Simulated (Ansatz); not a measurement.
The elements of this relaxed trial crystal are hidden behind letters.

```
lattice vectors (Å)
   6.8661    0.0000    0.0000
  -3.4331    5.9462    0.0000
   0.0000    0.0000    3.6613
fractional positions
X 0.0000 0.0000 0.5000
Z 0.6608 0.0000 0.0000
Z 0.3392 0.3392 0.0000
Z 0.0000 0.6608 0.0000
Z 0.3392 0.0000 0.0000
Z 0.0000 0.3392 0.0000
Z 0.6608 0.6608 0.0000
```

These are results of Ansatz, DFT PBE+D3(BJ), scalar-relativistic, plane waves, PAW, not measurements. The final run on the 7-atom cell used 420 eV, a Γ-centred 6×6×10 mesh, 0.10 eV smearing and no spin polarisation.

| Quantity | Value |
| --- | --- |
| Space group | P6/mmm (No. 191) |
| Conventional cell | a = 6.866 Å, c = 3.661 Å |
| Volume per atom | 21.35 Å³ |
| Density | 2.32 g/cm³ |
| Energy over the elements | +0.44 eV/atom |
| Gap on the 6×6×10 mesh of the 7-atom cell | 0 eV (a metal) |

Energies are uncorrected and count from the elements' standard states at the same level.

Q: X is an s-block element of period 3 and Z is a p-block element of period 3. Which elements are they?

A: X = Na, Z = P, so the formula is NaP6. Density times volume gives a mean mass of 2.32 × 21.35/1.6605 = 29.8 u per atom, and this set has 29.8 u. Among the elements that the hints allow, noble gases aside, only these give it. Na is surrounded by 12 P at 2.96 Å and 2 Na at 3.66 Å; P has 3 P at 2.21–2.33 Å and 2 Na at 2.96 Å.

An odd number of electrons in the primitive cell allows no gap without spin; a larger cell or a magnetic state could open one. The cell is a metal run without spin; a magnetic state may lie lower. A structure relaxed within its symmetry needn't be a true minimum.
